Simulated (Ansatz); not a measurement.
W:
```
CELL_PARAMETERS angstrom
     -1.57969     1.57969     1.57969
      1.57969    -1.57969     1.57969
      1.57969     1.57969    -1.57969
ATOMIC_POSITIONS crystal
  W  0.00000 0.00000 0.00000
```

Relaxed with PBE+D3(BJ). Special points in fractions of this cell's reciprocal vectors: Γ (0.000, 0.000, 0.000); H (0.500, -0.500, 0.500); N (0.000, 0.000, 0.500); P (0.250, 0.250, 0.250).

Problem. List the band energies nearest the Fermi level at these points for DFT-PBE+D3(BJ) in the program Ansatz with PAW potentials.

Solution. In eV from the Fermi level; about four levels below and three above (degenerate sets whole), none deeper than 8.9 eV; … stands for higher levels left out; points with the same levels are listed once.

| k | below | above |
|---|---|---|
| Γ | -1.24 -1.24 -1.24 | 2.27 2.27 … |
| H | -5.88 -5.88 | 5.20 5.20 5.20 |
| N | -6.31 -3.60 | 0.71 2.17 3.16 |
| P | -2.97 -2.97 -2.97 | 3.33 3.33 6.69 |

Space group Im-3m (bcc (W type)). Symmetry was held in the PBE+D3(BJ) relaxation. No spin polarisation was allowed. The pairwise dispersion correction was not fitted to metals. Scalar-relativistic: spin–orbit coupling is off unless named, which matters more the heavier the elements.

Potentials: the later of the program's two PAW sets.
